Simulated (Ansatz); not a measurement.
Ti2O:
```cif
data_O2Ti4
_chemical_formula_sum 'Ti4 O2'
_space_group_name_H-M_alt 'P 1'
_space_group_IT_number 1
_cell_length_a 2.90370
_cell_length_b 2.90370
_cell_length_c 10.01896
_cell_angle_alpha 90.000
_cell_angle_beta 90.000
_cell_angle_gamma 120.000
loop_
_space_group_symop_operation_xyz
  'x, y, z'
loop_
_atom_site_label
_atom_site_type_symbol
_atom_site_fract_x
_atom_site_fract_y
_atom_site_fract_z
_atom_site_occupancy
Ti1 Ti 0.66667 0.33333 0.88896 1
Ti2 Ti 0.33333 0.66667 0.11104 1
Ti3 Ti 0.33333 0.66667 0.38896 1
Ti4 Ti 0.66667 0.33333 0.61104 1
O1 O 0.00000 0.00000 0.75000 1
O2 O 0.00000 0.00000 0.25000 1
```

Relaxed with r²SCAN.

Tabulate the valence density and the electron localisation function along the shortest Ti–O contact (2.18 Å), plane-wave PAW r²SCAN (Ansatz code).



| distance from Ti (Å) | density (e/Å³) | ELF |
|---|---|---|
| 0.22 | 10.66 | 0.63 |
| 0.33 | 8.92 | 0.71 |
| 0.44 | 6.70 | 0.74 |
| 0.54 | 4.42 | 0.73 |
| 0.65 | 2.54 | 0.66 |
| 0.76 | 1.31 | 0.46 |
| 0.87 | 0.69 | 0.21 |
| 0.98 | 0.44 | 0.09 |
| 1.09 | 0.39 | 0.11 |
| 1.20 | 0.46 | 0.29 |
| 1.31 | 0.65 | 0.59 |
| 1.42 | 0.98 | 0.77 |
| 1.53 | 1.55 | 0.82 |
| 1.63 | 2.50 | 0.81 |
| 1.74 | 3.89 | 0.76 |
| 1.85 | 5.54 | 0.65 |
| 1.96 | 7.12 | 0.47 |

The density is the valence pseudo-density with augmentation charge, so density and ELF within about 1 Å of a nucleus are not all-electron values.

Space group P6_3/mmc. The start of the workflow was typed in or built on a structure type; neither database checked (COD, Materials Project) lists it. COD files the formula under space group No. 164. Whether it is the stable phase at ambient conditions was not checked. The r²SCAN relaxation kept the symmetry of its start; whether a distortion lowers the energy is not shown. The workflow began spin-polarised and lost its moments.

Potentials: the earlier of the program's two PAW sets. The files were generated under PBE; for other functionals the program regenerates the frozen cores, and for LDA and PBEsol the local potential too.
